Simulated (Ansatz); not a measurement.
# KBr (Fm-3m): gap, valleys and masses

```xyz
2
Lattice="0.0000 3.1876 3.1876 3.1876 0.0000 3.1876 3.1876 3.1876 0.0000" Properties=species:S:1:pos:R:3 pbc="T T T"
K     0.0000    0.0000    0.0000
Br    3.1876    3.1876    3.1876
```

Computed, not measured; unless marked otherwise by LDA, all-electron LAPW in Ansatz 0.2.0, scalar-relativistic. k mesh 6×6×6, fixed occupations, basis error target 1 meV/atom. The cell was relaxed by PAW under this functional, which moved its volume by -10 % from the database entry's.

Extrema are searched on a 10×10×10 mesh and refined by Newton steps; masses come from band slopes 0.005 Å⁻¹ away, 1/m* = (1/ħ²) d²E/dk², negative for holes (the finite step makes the lightest masses up to about 3 % heavy). k is in units of the reciprocal vectors.

Problem. Where are the band edges, and is the gap direct?

Solution. The valence maximum lies at Gamma (0.000, 0.000, 0.000) and the conduction minimum at Gamma (0.000, 0.000, 0.000), so the Kohn-Sham gap of 4.317 eV is direct.

Problem. What are the electron masses at the edge?

Solution. The principal masses are 0.343, 0.343, 0.343 mₑ. One valley has a density-of-states mass (m₁m₂m₃)^(1/3) = 0.343; the direction-averaged conductivity mass 3/Σ(1/mᵢ) is 0.343 mₑ.

Problem. Several bands lie at or near the hole edge, or its surface isn't an ellipsoid. What are the masses by direction?

Solution. 

| direction | branch from the edge | its level at the point (eV from the edge) | m*/mₑ |
| --- | --- | --- | --- |
| 100 | 1 | 0.000 | -3.21 |
| 100 | 2 | 0.000 | -3.21 |
| 100 | 3 | 0.000 | -0.456 |
| 110 | 1 | 0.000 | -3.21 |
| 110 | 2 | 0.000 | -1.94 |
| 110 | 3 | 0.000 | -0.503 |
| 111 | 1 | 0.000 | -2.24 |
| 111 | 2 | 0.000 | -2.24 |
| 111 | 3 | 0.000 | -0.521 |
| 11-2 | 1 | 0.000 | -2.64 |
| 11-2 | 2 | 0.000 | -2.27 |
| 11-2 | 3 | 0.000 | -0.502 |

Problem. Along the Cartesian direction 100 the conduction slope is 0.111 eV·Å one step out. What is it four steps out, and what does that say?

Solution. 0.4428 eV·Å, 3.989 times the first; a parabola would give 4, so the band is nearly parabolic here.

Problem. What electronic dielectric constant and refractive index follow from the same bands (independent particles)?

Solution. ε∞ = (3.10, 3.10, 3.10), so n ≈ √ε∞ = 1.76 (mean over directions) well under the gap and the normal reflectivity is ((n − 1)/(n + 1))² = 0.076. Local fields, left out here, lower ε∞ by several per cent.

Problem. What gap does PAW give in the same cell?

Solution. 4.316 eV, -1 meV from the LAPW value.

Problem. Cells strained by ±0.5 % (all lengths, zz alone, equal engineering shears γ in yz, zx, xy; ions relaxed) give deformation potentials. How do the edge levels move, in eV per unit strain against the centre of the top valence set?

Solution. 

```
point                  k        side  bands  level (eV)  d/dlnV  d/dε_zz   d/dγ  split/ε_zz  split/γ
Gamma     0.00 0.00 0.00     valence      3       0.000    0.00     0.00  0.00*        1.02     3.63
Gamma     0.00 0.00 0.00  conduction      1       4.317   -2.96    -2.96  0.00*           –        –
    X   -0.50 0.00 -0.50     valence      2      -0.333    0.34    -0.27  0.00*        0.05     3.43
    X   -0.50 0.00 -0.50  conduction      1       5.419    1.67     1.20  0.00*           –        –
    X   -0.50 -0.50 0.00     valence      2      -0.333    0.34     1.54  0.00*        0.00     3.43
    X   -0.50 -0.50 0.00  conduction      1       5.419    1.67     2.60  0.00*           –        –
    L    -0.50 0.00 0.00     valence      2      -0.451    1.08     1.08  -0.96        0.25     3.35
    L    -0.50 0.00 0.00  conduction      1       6.464   -2.07    -2.07  -0.23           –        –
    L  -0.50 -0.50 -0.50     valence      2      -0.451    1.08     1.08   2.87        0.25     0.00
    L  -0.50 -0.50 -0.50  conduction      1       6.464   -2.07    -2.07   0.69           –        –
```

For the triplet at Γ the single level moves against the pair by 3bε_zz and by 3√3 d (γ/2), so b = -0.34 eV and d = -1.40 eV.

Sets with another level within 0.15 eV are left out, since it mixes in under strain; the reference set stays in any case. Entries marked * vanish by symmetry to first order; what they show is the residue of the finite step. These cells use a basis error target of 0.5 meV/atom.

Keep in mind: no spin-orbit coupling on heavy atoms; semilocal gaps are low, and what follows the gap (onsets, screening, light masses) shifts with it; without spin-orbit coupling, bands that meet at the valence top are not the light and heavy holes of experiment; the frozen-core PAW files of the compared runs were fitted under PBE, their cores solved anew for this functional.
